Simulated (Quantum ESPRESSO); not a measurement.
# Zn2CaMgO4: convergence and cost over cutoff and k mesh

A calculation, not a measurement. The program is pw.x of Quantum ESPRESSO 7.5 (plane-wave density functional theory). The cell is made up: 8 atoms on a rocksalt lattice, with randomly drawn elements, strain and displacements, not relaxed. PseudoDojo standard norm-conserving files (v0.5 for PBE, v0.4.1 for LDA and PBEsol) set the functional; there is no spin polarisation, spin-orbit coupling or dispersion term, and the masses in the input are unused placeholders.

Input of the run in row 2:

```
&control calculation='scf', pseudo_dir='./dojo.nc.sr.pbe.v0_5.standard.upf', outdir='./o', disk_io='medium', tprnfor=.true., tstress=.true. /
&system ibrav=0, nat=8, ntyp=4, nbnd=48, ecutwfc=84.00895049, nosym=.true., tot_charge=0,
 occupations='smearing', smearing='fd', degauss=0.0018374661
/
&electrons conv_thr=7.350e-09, electron_maxstep=60, /
ATOMIC_SPECIES
Ca 1.0 Ca.upf
Mg 1.0 Mg.upf
O 1.0 O.upf
Zn 1.0 Zn.upf
CELL_PARAMETERS angstrom
4.435 0.0 0.0
0.0 4.435 0.0
0.0 0.0 4.435
ATOMIC_POSITIONS angstrom
Zn -0.0859 0.0752 0.0307
Ca 0.0451 2.209 2.1563
Zn 2.2443 -0.0728 2.429
Mg 2.2379 2.3196 0.0027
O 2.1967 -0.0032 -0.1614
O 2.2833 2.2909 2.2297
O 4.5454 0.0512 2.0418
O 4.2666 2.2027 0.0511
K_POINTS automatic
4 4 4 1 1 1
```

The same cell was run at these settings. Meshes are shifted by half a step, and differences are from the last row, which is itself not exact.

| cutoff (eV) | k mesh | k points solved | threshold (eV) | free energy less the last row's (eV) | pressure (GPa) | largest stress difference (GPa) | largest force difference (eV/Å) | iterations | wall time (s) | k-point pools | processor |
| --- | --- | --- | --- | --- | --- | --- | --- | --- | --- | --- | --- |
| 800 | 2 x 2 x 2 | 4 | 1e-04 | 3.932 | -55.34 | 63.39 | 0.073 | 8 | 20 | 1 | AMD EPYC, Zen 5 class |
| 1143 | 4 x 4 x 4 | 32 | 1e-07 | 0.001 | 7.80 | 0.03 | 0.007 | 12 | 286 | 1 | AMD EPYC, Zen 5 class |
| 1437 | 6 x 6 x 6 | 108 | 1e-07 | 0.000 | 7.83 | 0.00 | 0.000 | 12 | 1265 | 1 | AMD EPYC, Zen 5 class |

Each pool is one process. Wall times include start-up and a band step at six k points, which weighs most on the coarsest meshes. The runs were on shared virtual cores whose load varied, so times are rough.